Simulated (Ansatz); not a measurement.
Input and command of a plane-wave DFT calculation in Ansatz:

```yaml
crystal:
  lattice:
    - [0.0, 2.5291609861, 2.5291609861]
    - [2.5291609861, 0.0, 2.5291609861]
    - [2.5291609861, 2.5291609861, 0.0]
  atoms:
    - { symbol: Hf, position: [0.0, 0.0, 0.0] }
    - { symbol: O, position: [0.2648270514, 0.2351729486, 0.2648270514] }
    - { symbol: O, position: [0.7648270514, 0.7351729486, 0.7648270514] }
basis:
  ecutwfc: 500
kpoints:
  mp_grid: { grid: [8, 8, 8] }
hamiltonian:
  xc: r2scan
scf:
  occupations: { method: gaussian, width: 0.05 }
output:
  forces: true
  stress: true
  eigenvalues: true
```

```bash
ansatz run input.yaml --threads 1 --pin off --max-ram 2560MiB --backend cpu --events-out ev --progress --plain --runs-dir out
```

Processor: Intel(R) Xeon(R) Platinum 8259CL CPU @ 2.50GHz (Skylake/Cascade Lake), 1 thread, on a host shared with other jobs.

Task: How long does it run, and how much memory does it take?

Result: About 9.8 s on 1 thread of Intel(R) Xeon(R) Platinum 8259CL CPU @ 2.50GHz (Skylake/Cascade Lake), with other jobs on the host, peak memory 0.49 GiB. It solves 23 bands at 59 k points (the mesh reduced by symmetry) with about 869 plane waves, in 7 SCF iterations.
